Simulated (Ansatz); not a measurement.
ZrPbO₃: an elastic constant from a strain scan

The calculation used DFT PBEsol, scalar-relativistic, plane waves, PAW (Ansatz). The runs took a 420 eV cutoff, a Γ-centred 8×8×8 mesh and Gaussian smearing (0.05 eV). Spin–orbit coupling is left out, which can shift energies with elements as heavy as these. No spin polarisation. Energies are free energies at this smearing, counted from the undisturbed cell; pressure is positive in compression.

Zero of the scan (relaxed at this level; it needn't be the usual structure):

```yaml
crystal:
  lattice:
    - [4.14129, 0.00000, 0.00000]
    - [0.00000, 4.14129, 0.00000]
    - [0.00000, 0.00000, 4.14129]
  atoms:
    - { symbol: Zr, position: [0.00000, 0.00000, 0.00000] }
    - { symbol: Pb, position: [0.50000, 0.50000, 0.50000] }
    - { symbol: O, position: [0.50000, 0.00000, 0.00000] }
    - { symbol: O, position: [0.00000, 0.00000, 0.50000] }
    - { symbol: O, position: [0.00000, 0.50000, 0.00000] }
```

The cell is strained by ε times the Voigt pattern (0, 0, 0, 1, 0, 0) (xx, yy, zz, yz, xz, xy; engineering shear) with fractional coordinates fixed. The cell holds 5 atoms in V0 = 71.02 Å³. The stress column is τ = (1/V0) dE/dε, got from the stress tensor σ (compression positive) at each point as −det(1 + εP) σ : P(1 + εP)⁻¹, with P the pattern as a tensor.

| ε | ΔE (meV/atom) | τ (GPa) |
| --- | --- | --- |
| -0.0350 | 3.489 | -2.271 |
| -0.0300 | 2.560 | -1.945 |
| -0.0250 | 1.775 | -1.620 |
| -0.0200 | 1.112 | -1.295 |
| -0.0150 | 0.620 | -0.970 |
| -0.0100 | 0.259 | -0.647 |
| -0.0050 | 0.041 | -0.323 |
| 0.0000 | 0.000 | 0.000 |
| 0.0050 | 0.041 | 0.323 |
| 0.0100 | 0.259 | 0.647 |
| 0.0150 | 0.620 | 0.970 |
| 0.0200 | 1.112 | 1.295 |
| 0.0250 | 1.775 | 1.620 |
| 0.0300 | 2.560 | 1.945 |
| 0.0350 | 3.489 | 2.271 |
| 0.0400 | ? | ? |

Q: Which combination of elastic constants does this scan measure, and how large is it?

A: For small ε, τ = τ0 + Kε with K = pᵀCp, which for this pattern is C44 in the cubic axes. The parabola through τ at ε = -0.0050, 0 and 0.0050 has slope K = 65 GPa at zero. The energies per cell, E = NΔE, of the wider pair ε = ±0.0300 give K = 2[E(ε₊)/ε₊ − E(ε₋)/ε₋]/[(ε₊ − ε₋)V0] = 64 GPa, in agreement.

Q: Predict the withheld row at ε = 0.0400 from the harmonic law, and compare.

A: ΔE = V0(τ0 ε + Kε²/2)/N = 4.587 meV/atom and τ = 2.59 GPa. The calculation gives 4.563 meV/atom and 2.60 GPa, a miss of 0.5 % of the harmonic energy, so the harmonic law still holds here.

Symmetry holds off the tilts and polar distortions that many cubic perovskites undergo.